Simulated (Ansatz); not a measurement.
LaSi:
```
CELL_PARAMETERS angstrom
      2.30482    -6.71345     0.00000
      2.30482     6.71345     0.00000
      0.00000     0.00000     6.65964
ATOMIC_POSITIONS crystal
  La 0.27517 0.72483 0.25000
  La 0.72483 0.27517 0.75000
  La 0.55143 0.44857 0.25000
  La 0.44857 0.55143 0.75000
  Si 0.09131 0.90869 0.93633
  Si 0.90869 0.09131 0.06367
  Si 0.90869 0.09131 0.43633
  Si 0.09131 0.90869 0.56367
```

Relaxed with r²SCAN. Special points in fractions of this cell's reciprocal vectors: Γ (0.000, 0.000, 0.000); Y (-0.500, 0.500, 0.000); C0 (-0.279, 0.721, 0.000); Σ0 (0.279, 0.279, 0.000); Z (0.000, 0.000, 0.500); A0 (0.279, 0.279, 0.500); E0 (-0.279, 0.721, 0.500); T (-0.500, 0.500, 0.500); S (0.000, 0.500, 0.000); R (0.000, 0.500, 0.500).

**Question.** List the band energies nearest the Fermi level at these points for r²SCAN in the plane-wave PAW code Ansatz.

**Answer.** In eV from the Fermi level; about four levels below and three above (degenerate sets whole), none deeper than 8.9 eV; points with the same levels are listed once.

```tsv
k	below	above
Γ	-1.35 -0.91 -0.87 -0.04	0.22 0.63 0.87
Y	-1.94 -1.80 -1.72 -0.78	0.15 0.49 0.54
C0	-1.78 -1.48 -0.95 -0.68	0.34 0.64 0.77
Z	-0.99 -0.99 -0.51 -0.51	0.41 0.41 0.81 0.81
A0	-1.68 -1.68 -0.34 -0.34	0.62 0.62 1.24 1.24
T	-0.71 -0.71 -0.48 -0.48	1.00 1.00 1.77 1.77
S	-1.49 -0.89 -0.34 -0.17	0.61 0.73 1.52
R	-1.85 -1.85 -0.20 -0.20	0.68 0.68 1.26 1.26
```

Space group Cmcm. The first step of the workflow began from a Materials Project structure, measured or hypothetical; the Crystallography Open Database copy checked does not list it. COD files the formula under space group No. 62. Whether it is the stable phase at ambient conditions was not checked. Symmetry was held in the r²SCAN relaxation; its stability against distortions is not shown here. Spin–orbit coupling is left out wherever it is not named.

Potentials: the later of the program's two PAW sets.
